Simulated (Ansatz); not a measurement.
# Profile along the P–In line in InP (zinc blende)

InP (zinc blende), conventional cell a = b = c = 5.9595 Å, α = β = γ = 90.00°. The calculation uses the primitive cell of 2 atoms, to which meshes and values per cell refer.

Fields along a shortest P–In line of a {110} plane (2.58 Å), from P to In, interpolated on the slice's grid (step about 0.2 Å). Calculation: PBE (plane waves to 420 eV, PAW, scalar-relativistic; Ansatz, a quantum-chemistry and plane-wave program). k mesh 10×10×10. These are valence fields of a PAW run, semicore shells included where kept as valence: close to a nucleus they are smooth pseudo fields. InP was relaxed with its symmetry unable to fall.

| distance from P (Å) | valence electron density (e/Å³) | electron localisation function | density of the highest valence band (e/Å³) | density of the lowest conduction band (e/Å³) |
|---|---|---|---|---|
| 0.00 | 0.04 | x | 0.008 | 0.005 |
| 0.13 | 0.06 | x | 0.016 | 0.008 |
| 0.26 | 0.18 | x | 0.061 | 0.030 |
| 0.39 | 0.41 | x | 0.120 | 0.060 |
| 0.52 | 0.64 | 0.55 | 0.170 | 0.083 |
| 0.65 | 0.77 | 0.83 | 0.195 | 0.084 |
| 0.77 | 0.76 | 0.89 | 0.193 | 0.066 |
| 0.90 | 0.66 | 0.90 | 0.173 | 0.042 |
| 1.03 | 0.55 | 0.87 | 0.145 | 0.023 |
| 1.16 | 0.47 | 0.77 | 0.118 | 0.014 |
| 1.29 | 0.43 | 0.56 | 0.094 | 0.015 |
| 1.42 | 0.43 | 0.32 | 0.071 | 0.023 |
| 1.55 | 0.52 | 0.22 | 0.048 | 0.036 |
| 1.68 | 0.79 | 0.23 | 0.025 | 0.048 |
| 1.81 | 1.43 | 0.22 | 0.007 | 0.056 |
| 1.94 | 2.69 | 0.16 | 0.001 | 0.056 |
| 2.06 | 4.65 | 0.07 | 0.010 | 0.051 |
| 2.19 | 7.21 | x | 0.018 | 0.045 |
| 2.32 | 9.96 | x | 0.018 | 0.039 |
| 2.45 | 12.20 | x | 0.007 | 0.031 |
| 2.58 | 13.08 | x | 0.000 | 0.026 |

x: too close to a nucleus for the ELF to mean much. Band densities are of whole bands, smooth part only.

Density on the P–In line (2.58 Å) at its density minimum, 1.4 Å from P: 0.42 e/Å³. ELF at that point: 0.4. Character of the P–In contact (rough rule: ELF there above 0.7 covalent, below 0.2 ionic, polar between): polar, between covalent and ionic.
